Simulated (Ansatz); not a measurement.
A geometry of HfO$_{2}$ away from equilibrium: step 3 of the relaxation of a relaxed HfO2 cell stretched uniformly to 150 % of its volume. All values below come from r2SCAN (plane waves to 500 eV, PAW, scalar-relativistic; Ansatz, a quantum-chemistry and plane-wave program). Γ-centred k-mesh 6×6×4 on the run's cell (coarser than for final values), Fermi–Dirac smearing 0.05 eV. The plane waves were selected for a different cell earlier on the path.

```
CELL_PARAMETERS angstrom
      3.69541     0.00000     0.00000
      0.00000     3.69541     0.00000
      0.00000     0.00000     5.47043
ATOMIC_POSITIONS crystal
  Hf 0.00000 0.00000 0.00000
  Hf 0.50000 0.50000 0.50000
  O  0.00000 0.50000 0.18313
  O  0.00000 0.50000 0.68313
  O  0.50000 0.00000 0.31687
  O  0.50000 0.00000 0.81687
```

Q: Give the Cartesian forces on all atoms (eV/Å).

A: 
```json
[
 {"atom": "Hf1", "Fx": "0.00", "Fy": "0.00", "Fz": "0.00"},
 {"atom": "Hf2", "Fx": "0.00", "Fy": "0.00", "Fz": "0.00"},
 {"atom": "O3", "Fx": "0.00", "Fy": "0.00", "Fz": "-0.34"},
 {"atom": "O4", "Fx": "0.00", "Fy": "0.00", "Fz": "-0.34"},
 {"atom": "O5", "Fx": "0.00", "Fy": "0.00", "Fz": "0.34"},
 {"atom": "O6", "Fx": "0.00", "Fy": "0.00", "Fz": "0.34"}
]
```

The path ends in P4₂/nmc (No. 137). No spin polarisation in the result.

The run could not lose the symmetry of its start.
